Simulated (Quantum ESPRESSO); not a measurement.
# Planted mistakes on one cell of GaSi3O7F

These are calculations, not measurements. They come from pw.x of Quantum ESPRESSO 7.5, a plane-wave density functional program, with PseudoDojo standard norm-conserving files (v0.5 for PBE, v0.4.1 for LDA and PBEsol). The cells are made up: elements, strain and atom displacements were drawn at random, and nothing was relaxed. There is no spin polarisation, spin-orbit coupling or dispersion term.

The cell has 12 sites of a rutile lattice (two cells along c). Sites 1 to 4 hold Ga Si Si Si; sites 5 to 12 hold O O O O O O F O. Cell vectors in Å: (4.244, 0.024, -0.013); (0.024, 4.242, 0.008); (-0.017, 0.010, 5.568). Settings: PBE, cutoff 1143 eV, 5 x 5 x 4 k mesh shifted by half a step, Fermi-Dirac smearing of 0.025 eV.

The intended run has a self-consistency threshold of 1e-07 eV, a smearing term of 0.000 eV, a pressure of 16.84 GPa and 12 iterations. Each further run changes one thing: all lengths scaled by 0.9862; atoms of sites 10 and 11 exchanged; cutoff 651 eV; files of PBEsol; k mesh 2 x 2 x 2; one electron added; smearing 0.44 eV; threshold 0.07 eV. A coarse mesh keeps the shift, and a charged cell sits in a uniform background.

```
run  change of free energy (eV)  smearing term -TS (eV)  change of P (GPa)  largest change of a force component (eV/Å)  iterations
  A                      -0.744                   0.000               1.44                                       5.197          12
  B                       0.008                   0.000               3.31                                       0.066           5
  C                      -0.007                  -0.048               0.18                                       0.023          11
  D                      16.861                   0.000            -143.07                                       0.425          10
  E                      15.414                  -0.008              45.29                                       0.876          12
  F                      14.070                   0.000              -7.39                                       0.163          12
  G                      -0.036                   0.000               0.02                                       0.017          12
  H                       0.607                   0.000              14.20                                       0.553          11
```

A rerun of the intended cell at 1437 eV and k mesh 7 x 7 x 6 moved values by no more than 0.004 eV in the cell's energy, 0.04 GPa in stress and 0.003 eV/Å in force.

Question: which change belongs to which run?

## Worked reading

Run B has the fewest iterations, as a run stopped early does. Run C has the largest smearing term, as wide smearing gives. Run D has a higher energy and the largest fall in pressure, as too small a basis gives. Run H changes the volume by a factor of 0.9592; minus its pressure change over the logarithm of that factor, 341 GPa, is a rough bulk modulus with clamped atoms. Energies from files of another functional, or of a charged cell, have another zero and say nothing on stability; the pressure of a charged cell rests on the program's zero of potential too.

## Key

```
run                              change
  A  atoms of sites 10 and 11 exchanged
  B                   threshold 0.07 eV
  C                    smearing 0.44 eV
  D                       cutoff 651 eV
  E                  one electron added
  F                     files of PBEsol
  G                    k mesh 2 x 2 x 2
  H        all lengths scaled by 0.9862
```